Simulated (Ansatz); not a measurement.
RuN2:
```yaml
crystal:
  lattice:
    - [4.06706, 0.00000, 0.00000]
    - [0.00000, 4.88757, 0.00000]
    - [0.00000, 0.00000, 2.70941]
  atoms:
    - { symbol: Ru, position: [0.00000, 0.00000, 0.00000] }
    - { symbol: Ru, position: [0.50000, 0.50000, 0.50000] }
    - { symbol: N, position: [0.37835, 0.90891, 0.50000] }
    - { symbol: N, position: [0.62165, 0.09109, 0.50000] }
    - { symbol: N, position: [0.87835, 0.59109, 0.00000] }
    - { symbol: N, position: [0.12165, 0.40891, 0.00000] }
```

This is the r²SCAN-relaxed structure.

Q: All from r²SCAN in the plane-wave PAW code Ansatz, unless another level is named. Predict the electronic character.

A: metallic (no gap).

Q: And the formation energy from the elements (no fitted shifts)?

A: 26 kJ/mol of atoms.

Q: Give the density of states at the Fermi level.

A: 0.33 states/eV per atom (mean over ±0.08 eV).

Q: Next, the gap with spin–orbit coupling?

A: none (metallic).

Space group Pnnm. The workflow started from a Materials Project entry (that database holds measured and hypothetical structures alike); the Crystallography Open Database copy checked does not list it. Its standing as an ambient phase is unchecked. The r²SCAN relaxation kept the symmetry of its start; its stability against distortions is not shown here. No spin polarisation was allowed. Its formation energy is positive at this level, so the cell may be metastable or incomplete. The references are the lowest solids computed at this level, not always the standard phases (solids in place of the gases). Spin–orbit coupling is left out wherever it is not named.

Potentials: the later of the program's two PAW sets.
